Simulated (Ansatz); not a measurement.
## Magnetic states of VAgP2S6

```yaml
crystal:
  lattice:
    - [6.75500, 0.00000, 0.00000]
    - [0.00000, 10.68400, 0.00000]
    - [-1.69354, 0.00000, 5.67364]
  atoms:
    - { symbol: V, position: [0.00000, 0.08010, 0.25000] }
    - { symbol: V, position: [0.00000, 0.91990, 0.75000] }
    - { symbol: Ag, position: [0.00000, 0.43440, 0.25000] }
    - { symbol: Ag, position: [0.00000, 0.56560, 0.75000] }
    - { symbol: P, position: [0.16980, 0.75340, 0.30090] }
    - { symbol: P, position: [0.83020, 0.75340, 0.19910] }
    - { symbol: P, position: [0.83020, 0.24660, 0.69910] }
    - { symbol: P, position: [0.16980, 0.24660, 0.80090] }
    - { symbol: S, position: [0.24160, 0.77190, 0.98950] }
    - { symbol: S, position: [0.75840, 0.77190, 0.51050] }
    - { symbol: S, position: [0.75840, 0.22810, 0.01050] }
    - { symbol: S, position: [0.24160, 0.22810, 0.48950] }
    - { symbol: S, position: [0.28480, 0.60340, 0.48440] }
    - { symbol: S, position: [0.71520, 0.60340, 0.01560] }
    - { symbol: S, position: [0.71520, 0.39660, 0.51560] }
    - { symbol: S, position: [0.28480, 0.39660, 0.98440] }
    - { symbol: S, position: [0.23020, 0.07970, 0.99150] }
    - { symbol: S, position: [0.76980, 0.07970, 0.50850] }
    - { symbol: S, position: [0.76980, 0.92030, 0.00850] }
    - { symbol: S, position: [0.23020, 0.92030, 0.49150] }
```

Computed with plane-wave PAW DFT (Ansatz 0.2.0): r2SCAN, 500 eV cutoff, 4×2×4 Γ-centred mesh, fermi-dirac occupations of width 0.050 eV. The atoms are fixed and numbered as listed; spin is collinear, without spin-orbit coupling.

Different starts of the self-consistent cycle ended in different solutions. Their moments in μB:

```
state    V1     V2  other atoms together  size of the net moment a cell
    A  1.63  -1.63                  0.00                           0.00
    B  0.00   0.00                  0.00                           0.00
    C  1.71   1.71                 -0.10                           4.00
```

Site moments are taken in small spheres that don't touch (radius about 0.4 of the atom's shortest bond), so those of the magnetic atoms read low, and they needn't add up to the net moment. State B was run without spin polarisation.

Problem. Which state has the lowest energy at zero smearing, and how far up are the others?

Solution. State A (antiparallel, compensated) is lowest; C (parallel moments) lies 12.0 meV above it, B (without moments) lies 75 meV above it, all counted an atom of the cell.

Problem. Which states have a gap on the mesh, and what pressure does each exert on this cell?

Solution. A: gap 0.46 eV, 0.8 GPa; B: no gap, -0.7 GPa; C: a narrow gap at most, 1.1 GPa (positive in compression).

Problem. Compare the parallel order C with the antiparallel order A.

Solution. Between C and A the moments keep their size (1.71 against 1.63 μB in the mean), so the difference mostly measures the exchange between the flipped sites: the antiparallel order gains 120 meV for each V atom. The nearest flipped pair stands 3.42 Å apart. Flipped pairs are linked through S; the widest V–S–V angle among the nearer links is 87°, at 3.42 Å between the metal atoms.

Problem. What does magnetism gain here?

Solution. 75 meV an atom of the cell, or 747 meV for each V atom, against state B, which has none. A run without spin would miss this and give wrong energies and forces. That state isn't the paramagnet, which keeps its moments, so this is no ordering energy.

The cell is that of a Crystallography Open Database entry, unchanged.

Caveats: only orders that fit this cell and collinear spins were tried, so the true order may need a larger cell or canted moments; atoms and cell are not relaxed, and each state would relax in its own way; semilocal functionals without U often misplace the states of 3d oxides, halides and chalcogenides; the k mesh is coarse, so differences of a few meV are uncertain where a state is a metal; one start a pattern, so a lower state of the same pattern may exist.
